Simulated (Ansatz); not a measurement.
Computed with Ansatz 0.2.0, DFT PBE, scalar-relativistic, plane waves, PAW. Settings: cutoff 420 eV, Γ-centred meshes spaced at most about 0.3 Å⁻¹, and about 0.25 Å⁻¹ or finer for metals (2π included), Gaussian smearing. No spin polarisation in the final relaxations.

All energies are static (0 K, no zero-point motion).

Two forms of BeRe were relaxed alike.

A.

```cif
data_structure
_symmetry_space_group_name_H-M 'P4/mmm'
_symmetry_Int_Tables_number 123
_cell_length_a 2.9886
_cell_length_b 2.9886
_cell_length_c 2.5796
_cell_angle_alpha 90.000
_cell_angle_beta 90.000
_cell_angle_gamma 90.000
_cell_volume 23.04
loop_
_atom_site_label
_atom_site_type_symbol
_atom_site_symmetry_multiplicity
_atom_site_Wyckoff_symbol
_atom_site_fract_x
_atom_site_fract_y
_atom_site_fract_z
_atom_site_occupancy
Be1 Be 1 d 0.50000 0.50000 0.50000 1
Re1 Re 1 a 0.00000 0.00000 0.00000 1
```

B.

```cif
data_structure
_symmetry_space_group_name_H-M 'Pm-3m'
_symmetry_Int_Tables_number 221
_cell_length_a 2.8325
_cell_length_b 2.8325
_cell_length_c 2.8325
_cell_angle_alpha 90.000
_cell_angle_beta 90.000
_cell_angle_gamma 90.000
_cell_volume 22.72
loop_
_atom_site_label
_atom_site_type_symbol
_atom_site_symmetry_multiplicity
_atom_site_Wyckoff_symbol
_atom_site_fract_x
_atom_site_fract_y
_atom_site_fract_z
_atom_site_occupancy
Be1 Be 1 b 0.50000 0.50000 0.50000 1
Re1 Re 1 a 0.00000 0.00000 0.00000 1
```

**Question.** Which would you expect to be lower, and how large is the difference?

**Answer.** A is lower, by 23 meV/atom. A has the tetragonally distorted caesium chloride type, space group P4/mmm (No. 123), 11.5 Å³/atom and no gap on its mesh; B has the caesium chloride type, space group Pm-3m (No. 221), 11.4 Å³/atom and no gap. Counting all near atoms (those within 1.25 times the shortest distance at each site; a plus sign parts nearer from farther groups), A has Be 10+4, Re 10+4 and B has Be 8+6, Re 8+6. Even the lower one lies +0.15 eV/atom against the reference forms of the elements (uncorrected), so neither is stable at this level. Both come from invented guesses.

Spin–orbit coupling, which can matter for Re, is left out. Cells relaxed within their symmetry can be saddle points. The P4/mmm cell of BeRe came from shaking the Pm-3m one.
